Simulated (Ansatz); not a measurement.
This cell of Ru (hcp, Mg type) is off equilibrium:

```
CELL_PARAMETERS angstrom
      2.72203     0.00000     0.00000
     -1.36102     2.35735     0.00000
      0.00000     0.00000     4.29074
ATOMIC_POSITIONS crystal
  Ru 0.33333 0.66667 0.79941
  Ru 0.66667 0.33333 0.25000
```

Computed with PBE (plane waves to 420 eV, PAW, scalar-relativistic; Ansatz, a program for electronic structure). k mesh 16×16×9 (Γ-centred), Fermi-Dirac smearing 0.05 eV. The energy includes the smearing's −TS. Stress and pressure are positive under compression. With partly filled bands, energies and forces of such displacements shift with the k mesh and the smearing. Ru is run without spin polarisation. Ru was relaxed with its symmetry unable to fall. The PAW data are Ansatz's earlier set.

Task: Predict the force on every atom, in eV/Å.

Result: 
```json
[
 {"atom": "Ru1", "Fx": "0.000", "Fy": "0.000", "Fz": "-2.874"},
 {"atom": "Ru2", "Fx": "0.000", "Fy": "0.000", "Fz": "2.874"}
]
```

Task: What is the stress tensor (GPa)?

Result: 
```
    4.1      0.0      0.0
    0.0      4.1      0.0
    0.0      0.0     15.6
```
The pressure, a third of the trace, is 7.9 GPa.

Task: In it atom 1 sits (0.000, 0.000, 0.212) Å away from its relaxed site. What is its energy relative to the relaxed cell?

Result: 282 meV/cell.

(For displaced atoms, the force is minus the slope of the energy, and its curvature is a force constant, which sets phonon frequencies.)
